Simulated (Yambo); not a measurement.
```
RbCaH3
1.0
    4.52097     0.00000     0.00000
    0.00000     4.52097     0.00000
    0.00000     0.00000     4.52097
H Ca Rb
3 1 1
Direct
  0.50000   0.00000   0.50000
  0.00000   0.50000   0.50000
  0.50000   0.50000   0.00000
  0.50000   0.50000   0.50000
  0.00000   0.00000   0.00000
```

Workflow: LDA (pw.x of Quantum ESPRESSO, ONCV potentials, scalar-relativistic), then G0W0 in Yambo (4×4×4 Γ-centred k mesh, 162 bands and a 8 Ry block in the screening, 162 bands in G with the Bruneval-Gonze terminator, plasmon pole fitted at 27.2 eV).

Question: Give the LDA and G0W0 gaps between the band edges found on this mesh, and say where the edges lie.

Answer: Edges: M → M. LDA: 2.92 eV; G0W0: 5.64 eV. Nearest settings tried, and what they do to the gap: 123 bands in W, 123 bands in G: -9 meV; 6 Ry block (179 vectors against 257): -48 meV; 2×2×2 mesh: -179 meV. So the settings aren't converged at that level. The cell is held in this high symmetry; tilts and polar distortions were not searched.

Geometry of the Materials Project entry, not relaxed at this level.
